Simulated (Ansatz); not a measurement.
# GaP with Cr replacing Ga: gradients before and after relaxing the atoms

Start: a supercell of GaP (zinc blende type, F-43m) built from a COD entry, with all atoms left at the host's positions.

Space group F-43m (No. 216); a = 16.3515 Å.

| site | Wyckoff | site symmetry | x | y | z |
| --- | --- | --- | --- | --- | --- |
| Cr | 4a | -43m | 0.0000 | 0.0000 | 0.0000 |
| Ga2 | 48h | ..m | 0.1667 | 0.0000 | 0.1667 |
| Ga5 | 16e | .3m | 0.3333 | 0.8333 | 0.1667 |
| Ga9 | 16e | .3m | 0.6667 | 0.6667 | 0.3333 |
| Ga15 | 24f | 2.mm | 0.5000 | 0.6667 | 0.5000 |
| P28 | 16e | .3m | 0.0833 | 0.9167 | 0.0833 |
| P29 | 24g | 2.mm | 0.2500 | 0.9167 | 0.2500 |
| P33 | 48h | ..m | 0.5833 | 0.7500 | 0.4167 |
| P41 | 16e | .3m | 0.4167 | 0.5833 | 0.4167 |
| P54 | 4c | -43m | 0.7500 | 0.2500 | 0.7500 |

One atom of each set is listed; the run and its k-mesh use a cell of 54 atoms with edges of 11.56, 11.56, 11.56 Å.

The numbers come from a DFT calculation in Ansatz (PBE, plane waves and PAW, scalar-relativistic, collinear spin, 420 eV cutoff, Γ-centred 2×2×2 k-points, Fermi–Dirac smearing 0.01 eV). Start moments as typed (μB): 3 on each Cr, none on the rest.

The largest force at the start is 0.40 eV/Å. Relaxing the ions at fixed cell moves them by 0.041 Å at most (atom 30, P) and 0.012 Å rms.

```csv
site,moved (Å),first shell before,first shell after,V_zz before (10²¹ V/m²),η before
Cr,0.000,4 P at 2.36 Å,4 P at 2.32 Å,0.00,–
Ga2,0.006,4 P at 2.36 Å,4 P at 2.36–2.37 Å,0.61,0.29
Ga5,0.000,4 P at 2.36 Å,4 P at 2.36 Å,-0.041,0.00
Ga9,0.000,4 P at 2.36 Å,4 P at 2.36 Å,-0.013,0.00
Ga15,0.000,4 P at 2.36 Å,4 P at 2.36 Å,-0.021,0.28
P28,0.041,"1 Cr at 2.36 Å, 3 Ga at 2.36 Å","1 Cr at 2.32 Å, 3 Ga at 2.37 Å",-2.87,0.00
P29,0.001,4 Ga at 2.36 Å,4 Ga at 2.36–2.37 Å,0.64,0.09
P33,0.001,4 Ga at 2.36 Å,4 Ga at 2.36 Å,-0.094,0.31
P41,0.000,4 Ga at 2.36 Å,4 Ga at 2.36 Å,0.046,0.00
```

(1) What are V_zz and η after the relaxation?

## Answers

(1) 

| site | V_zz after | η after | change of V_zz |
| --- | --- | --- | --- |
| Cr | 0.00 | – | 0.00 |
| Ga2 | 0.71 | 0.25 | +0.10 |
| Ga5 | -0.029 | 0.00 | +0.01 |
| Ga9 | -0.055 | 0.00 | -0.04 |
| Ga15 | -0.013 | 0.64 | +0.01 |
| P28 | -3.11 | 0.00 | -0.24 |
| P29 | 0.82 | 0.06 | +0.18 |
| P33 | -0.100 | 0.58 | -0.01 |
| P41 | 0.041 | 0.00 | 0.00 |

The largest change of V_zz is on P28, from -2.87 to -3.11. In per cent, |V_zz| changes by +8 on P (all sites that start above 2). On Ga2 V_xx and V_yy change places (or their axes turn by over 50°), so the two values of η hide a larger change. Other sites without a gradient aren't listed.

The defect repeats with the cell of 54 atoms, so it feels its images: sites between two images don't show the values beside a lone defect, and zeros or small values of η there can come from the images' arrangement. The defect cell has no gap above 0.1 eV on its mesh, so the values can hang on the smearing and the k-mesh.
Before: The program didn't check the stability of this electronic state in full, so a lower one may lie near. The neighbours have not yet relaxed around the defect (largest force 0.40 eV/Å), so a real crystal will differ.
After: The relaxation keeps the site symmetry -43m of the start, so the impurity can't leave its site; a distortion that would localise the partly filled state isn't explored.
